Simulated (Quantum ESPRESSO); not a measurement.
Hf2Si2O8, input and log of a self-consistent run

Simulated, not a measurement. The program is pw.x of Quantum ESPRESSO 7.5 (plane-wave density functional theory). The cell is made up: 12 atoms on a rutile lattice, with randomly drawn elements, strain and displacements, not relaxed. PseudoDojo standard norm-conserving files (v0.5 for PBE, v0.4.1 for LDA and PBEsol) set the functional; there is no spin polarisation, spin-orbit coupling or dispersion term, and the masses in the input are unused placeholders.

The hafnium pseudopotential is less sure than the others, with forces about 3 percent (worst 6) and pressure in oxides about 1.5 GPa (worst 2.7) from a second method in checks, which no rerun with the same files tests.

Input:

```
&control calculation='scf', pseudo_dir='./dojo.nc.sr.pbe.v0_5.standard.upf', outdir='./o', disk_io='low', tprnfor=.true., tstress=.true. /
&system ibrav=0, nat=12, ntyp=3, nbnd=46, ecutwfc=84.00895049, nosym=.true., tot_charge=0,
 occupations='smearing', smearing='fd', degauss=0.0018374661
/
&electrons conv_thr=7.350e-09, electron_maxstep=60, /
ATOMIC_SPECIES
Hf 1.0 Hf.upf
O 1.0 O.upf
Si 1.0 Si.upf
CELL_PARAMETERS angstrom
4.6878 -0.0299 -0.0215
-0.0299 4.7441 -0.0008
-0.0279 -0.001 6.0586
ATOMIC_POSITIONS angstrom
Hf -0.0309 -0.0449 -0.0214
Si 2.3392 2.4055 1.5403
Hf 0.0134 0.0196 3.009
Si 2.2629 2.3563 4.5357
O 1.435 1.4439 0.0633
O 3.2127 3.2505 -0.023
O 3.76 0.8788 1.5152
O 0.9416 3.8459 1.4969
O 1.3767 1.4683 3.0818
O 3.2037 3.3572 2.9541
O 3.7657 0.8964 4.5275
O 0.8626 3.7946 4.537
K_POINTS automatic
5 5 4 1 1 1
```

The log is shortened where brackets say so; the opening notice, blank lines, dates and the lines on written files are dropped, and the path of the files is cut. It prints rydbergs, bohrs and kilobars, and counts compression as positive stress.

```
     Program PWSCF v.7.5
     Parallel version (MPI & OpenMP), running on       4 processor cores
     Number of MPI processes:                 4
     Threads/MPI process:                     1
     [start-up lines left out]
     bravais-lattice index     =            0
     lattice parameter (alat)  =       8.8589  a.u.
     unit-cell volume          =     909.2120 (a.u.)^3
     number of atoms/cell      =           12
     number of atomic types    =            3
     number of electrons       =        80.00
     number of Kohn-Sham states=           46
     kinetic-energy cutoff     =      84.0090  Ry
     charge density cutoff     =     336.0358  Ry
     scf convergence threshold =      7.3E-09
     mixing beta               =       0.7000
     number of iterations used =            8  plain     mixing
     Exchange-correlation= PBE
                           (   1   4   3   4   0   0   0)
     [axes and pseudopotential details left out]
   Cartesian axes
     site n.     atom                  positions (alat units)
         1        Hf     tau(   1) = (  -0.0065914  -0.0095778  -0.0045649  )
         2        Si     tau(   2) = (   0.4989820   0.5131247   0.3285662  )
         3        Hf     tau(   3) = (   0.0028584   0.0041809   0.6418591  )
         4        Si     tau(   4) = (   0.4827062   0.5026297   0.9675242  )
         5        O      tau(   5) = (   0.3061043   0.3080028   0.0135027  )
         6        O      tau(   6) = (   0.6853110   0.6933742  -0.0049062  )
         7        O      tau(   7) = (   0.8020573   0.1874596   0.3232120  )
         8        O      tau(   8) = (   0.2008556   0.8203808   0.3193084  )
         9        O      tau(   9) = (   0.2936681   0.3132076   0.6573883  )
        10        O      tau(  10) = (   0.6833912   0.7161347   0.6301482  )
        11        O      tau(  11) = (   0.8032731   0.1912139   0.9657751  )
        12        O      tau(  12) = (   0.1840039   0.8094379   0.9678015  )
     number of k points=    50  Fermi-Dirac smearing, width (Ry)=  0.0018
                       cart. coord. in units 2pi/alat
        k(    1) = (   0.1010833   0.0994698   0.0972028), wk =   0.0400000
        k(    2) = (   0.1019708   0.0995080   0.2906486), wk =   0.0400000
     [further k points left out]
     Dense  grid:    94505 G-vectors     FFT dimensions: (  54,  54,  72)
     Estimated max dynamical RAM per process >     256.77 MB
     Estimated total dynamical RAM >     957.85 MB
     Initial potential from superposition of free atoms
     starting charge      79.9950, renormalised to      80.0000
     Starting wfcs are   60 randomized atomic wfcs
     total cpu time spent up to now is        4.1 secs
     per-process dynamical memory:   204.7 Mb
     Self-consistent Calculation
     iteration #  1     ecut=    84.01 Ry     beta= 0.70
     Davidson diagonalization with overlap
     ethr =  1.00E-02,  avg # of iterations =  2.0
     total cpu time spent up to now is       11.5 secs
     total energy              =    -506.62058757 Ry
     estimated scf accuracy    <       3.42472998 Ry
     iteration #  2     ecut=    84.01 Ry     beta= 0.70
     Davidson diagonalization with overlap
     ethr =  4.28E-03,  avg # of iterations =  3.0
     total cpu time spent up to now is       19.7 secs
     total energy              =    -507.50820354 Ry
     estimated scf accuracy    <       3.82674311 Ry
     iteration #  3     ecut=    84.01 Ry     beta= 0.70
     Davidson diagonalization with overlap
     ethr =  4.28E-03,  avg # of iterations =  2.0
     total cpu time spent up to now is       26.9 secs
     total energy              =    -508.16500982 Ry
     estimated scf accuracy    <       0.05877411 Ry
     iteration #  4     ecut=    84.01 Ry     beta= 0.70
     Davidson diagonalization with overlap
     ethr =  7.35E-05,  avg # of iterations =  6.4
     total cpu time spent up to now is       37.4 secs
     total energy              =    -508.20939326 Ry
     estimated scf accuracy    <       0.02918544 Ry
     iteration #  5     ecut=    84.01 Ry     beta= 0.70
     Davidson diagonalization with overlap
     ethr =  3.65E-05,  avg # of iterations =  3.9
     total cpu time spent up to now is       45.0 secs
     total energy              =    -508.21059128 Ry
     estimated scf accuracy    <       0.00706313 Ry
     [iterations 6 to 8 left out]
     iteration #  9     ecut=    84.01 Ry     beta= 0.70
     Davidson diagonalization with overlap
     ethr =  6.09E-08,  avg # of iterations =  1.9
     total cpu time spent up to now is       78.9 secs
     total energy              =    -508.21151588 Ry
     estimated scf accuracy    <       0.00000903 Ry
     iteration # 10     ecut=    84.01 Ry     beta= 0.70
     Davidson diagonalization with overlap
     ethr =  1.13E-08,  avg # of iterations =  3.2
     total cpu time spent up to now is       86.8 secs
     total energy              =    -508.21151894 Ry
     estimated scf accuracy    <       0.00000039 Ry
     iteration # 11     ecut=    84.01 Ry     beta= 0.70
     Davidson diagonalization with overlap
     ethr =  4.92E-10,  avg # of iterations =  4.0
     total cpu time spent up to now is       95.4 secs
     total energy              =    -508.21151893 Ry
     estimated scf accuracy    <       0.00000051 Ry
     iteration # 12     ecut=    84.01 Ry     beta= 0.70
     Davidson diagonalization with overlap
     ethr =  4.92E-10,  avg # of iterations =  2.0
     total cpu time spent up to now is      102.3 secs
     total energy              =    -508.21151896 Ry
     estimated scf accuracy    <       0.00000006 Ry
     iteration # 13     ecut=    84.01 Ry     beta= 0.70
     Davidson diagonalization with overlap
     ethr =  7.07E-11,  avg # of iterations =  3.2
     total cpu time spent up to now is      109.9 secs
     End of self-consistent calculation
     [lines on levels left out]
!    total energy              =    -508.21151897 Ry
     estimated scf accuracy    <          1.7E-09 Ry
     smearing contrib. (-TS)   =      -0.00000000 Ry
     internal energy E=F+TS    =    -508.21151897 Ry
     The total energy is F=E-TS. E is the sum of the following terms:
     one-electron contribution =    -137.82581538 Ry
     hartree contribution      =     115.07504667 Ry
     xc contribution           =    -130.58834395 Ry
     ewald contribution        =    -354.87240630 Ry
     convergence has been achieved in  13 iterations
     Forces acting on atoms (cartesian axes, Ry/au):
     atom    1 type  1   force =     0.01637485    0.03143757    0.02370359
     atom    2 type  3   force =    -0.01396180    0.00292560   -0.03031951
     atom    3 type  1   force =    -0.00056292   -0.00959503    0.00429088
     atom    4 type  3   force =    -0.01278318   -0.00137531    0.02705986
     atom    5 type  2   force =     0.09374358    0.10409861   -0.01336831
     atom    6 type  2   force =    -0.10604692   -0.10965849   -0.00131689
     atom    7 type  2   force =    -0.10131375    0.11437265   -0.02016041
     atom    8 type  2   force =     0.09547779   -0.11190040    0.01018675
     atom    9 type  2   force =     0.14883341    0.14246269    0.00885062
     atom   10 type  2   force =    -0.12643024   -0.15686636   -0.00138010
     atom   11 type  2   force =    -0.10777044    0.10771740   -0.01086224
     atom   12 type  2   force =     0.11443963   -0.11361893    0.00331575
     Total force =     0.474331     Total SCF correction =     0.000062
     Computing stress (Cartesian axis) and pressure
          total   stress  (Ry/bohr**3)                   (kbar)     P=      -48.84
  -0.00025858   0.00050224   0.00006154          -38.04       73.88        9.05
   0.00050224  -0.00043024  -0.00015849           73.88      -63.29      -23.31
   0.00006154  -0.00015849  -0.00030713            9.05      -23.31      -45.18
     init_run     :      3.94s CPU      4.07s WALL (       1 calls)
     electrons    :    104.91s CPU    105.73s WALL (       1 calls)
     forces       :      1.61s CPU      1.64s WALL (       1 calls)
     stress       :      5.42s CPU      5.59s WALL (       1 calls)
     [timing details left out]
     PWSCF        :   1m55.97s CPU   1m57.20s WALL
     JOB DONE.
```

In other units: free energy -6914.570 eV for the cell, pressure -4.88 GPa, largest force component 4.033 eV/Å. A rerun of a related cell, with the same atoms placed differently, at 1437 eV and a 7 x 7 x 6 mesh moved values by no more than 0.003 eV in energy, 0.04 GPa in stress and 0.002 eV/Å in force.